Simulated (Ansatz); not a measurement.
## VN₂, one structure, two calculations

Cell: a measured structure from the Crystallography Open Database (COD), ions relaxed with PBE at fixed cell.

```yaml
crystal:
  lattice:
    - [-2.15075, 2.15075, 2.49135]
    - [2.15075, -2.15075, 2.49135]
    - [2.15075, 2.15075, -2.49135]
  atoms:
    - { symbol: V, position: [0.25000, 0.25000, 0.00000] }
    - { symbol: V, position: [0.75000, 0.75000, 0.00000] }
    - { symbol: N, position: [0.11354, 0.61354, 0.72707] }
    - { symbol: N, position: [0.61354, 0.88646, 0.50000] }
    - { symbol: N, position: [0.88646, 0.38646, 0.27293] }
    - { symbol: N, position: [0.38646, 0.11354, 0.50000] }
```

Sites (sets of like atoms) are named by element and the number of their first atom in this list.

First run. The numbers come from a DFT calculation in Ansatz (PBE, plane waves and PAW, scalar-relativistic, collinear spin, 420 eV cutoff, Γ-centred 11×11×11 k-points, Fermi–Dirac smearing 0.05 eV). Start moments as typed (μB): 1.5 on each V, none on the rest.

```json
{"site": "V", "atom": "1", "V_zz (10²¹ V/m²)": "-5.12", "η": "0.00", "m (μB)": "0.00"}
{"site": "N", "atom": "3", "V_zz (10²¹ V/m²)": "5.74", "η": "0.17", "m (μB)": "0.00"}
```

Second run. The same atoms and settings, except that the functional is r2SCAN and the cutoff is 500 eV.

Question: Given the first result, estimate the second.

Answer: 

```json
{"site": "V", "atom": "1", "V_zz": "-6.16", "η": "0.00", "change of V_zz": "-1.04", "m (μB)": "-0.56"}
{"site": "N", "atom": "3", "V_zz": "6.13", "η": "0.17", "change of V_zz": "+0.39", "m (μB)": "0.00"}
```

The largest change of V_zz is on V, from -5.12 to -6.16. In per cent, |V_zz| changes by +20 on V, +7 on N (all sites that start above 2). The absolute magnetisation of the cell goes from 0.0 to 1.5 μB.

The run finds no gap above 0.1 eV (a metal, or nearly one), so the gradients can move by 10 % or more with the k-mesh.
For the first run: The start moments die out, and the run ends without spin.
For the second run: At this cell the principal stresses reach 5 GPa in size with r2SCAN, which can matter for small gradients. The moments were started parallel, and the run ended with some of them reversed. The program didn't check the stability of this electronic state in full, so a lower one may lie near. The run lost most of its start moments on V; a state with other moments may lie lower. The magnetic order is the one that the run reached from its start moments, not necessarily the measured one (the real compound may not order at all).
